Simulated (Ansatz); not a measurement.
## Property card for NbRu

NbRu:
```
NbRu
1.0
    3.00459     0.00000     0.00000
    0.00000     3.00459     0.00000
    0.00000     0.00000     3.36469
Nb Ru
1 1
Direct
  0.00000   0.00000   0.00000
  0.50000   0.50000   0.50000
```

Space group P4/mmm (No. 123), L1₀ or tetragonal B2; conventional cell a = 3.0046 Å, b = 3.0046 Å, c = 3.3647 Å, α = 90.00°, β = 90.00°, γ = 90.00°.

Method: the program Ansatz at the LDA level (PAW). Geometry: relaxed at this level of theory. Other levels are named where they apply.

### Cell and energy

```json
{
  "volume_per_atom": "15.19 Å³",
  "density": "10.60 g/cm³",
  "Formation energy from the elements (no fitted shifts)": "-0.17 eV/atom"
}
```

### Electronic structure

```json
{
 "electronic_character": "metallic (no gap)",
 "Density of states at the Fermi level": "1.2 states/eV per atom (mean over ±0.08 eV)"
}
```

### Mechanics

```json
{
  "Bulk modulus (Birch–Murnaghan fit)": "2670 kbar",
  "Pressure derivative B′": "4.2",
  "Elastic constants (relaxed ions, GPa)": "C11 = 350, C12 = 225, C13 = 226, C33 = 353, C44 = 54.4, C66 = 60.6",
  "mechanical_stability": "stable (all eigenvalues of C positive)",
  "hill_bulk_and_shear_moduli": "267 and 58.7 GPa",
  "Young's modulus": "164 GPa",
  "Poisson's ratio": "0.40",
  "debye_temperature_from_the_elastic_constants": "320 K"
}
```

### Phonons

```json
{
 "highest_zone_centre_frequency": "4.80 THz",
 "zone_centre_stability": "no imaginary mode at Γ"
}
```

The workflow started from a Materials Project entry (that database holds measured and hypothetical structures alike); the Crystallography Open Database files this formula in space group No. 123, but the cells were not matched. Whether it is the stable phase at ambient conditions was not checked. Symmetry was held in the LDA relaxation. No spin polarisation was allowed. As this level gives no gap, shear constants depend on the k-mesh and smearing (Fermi–Dirac, 0.1 eV here). As this level gives no gap, phonon frequencies hold no LO–TO term and depend on the k-mesh and smearing (Fermi–Dirac, 0.1 eV here). Axis ratios of metals converge slowly with the k-mesh, so a and c are less sure than the volume. The references are the lowest solids computed at this level, not always the standard phases. Scalar-relativistic: spin–orbit coupling is off unless named, which matters more the heavier the elements.

Potentials: the later of the program's two PAW sets.
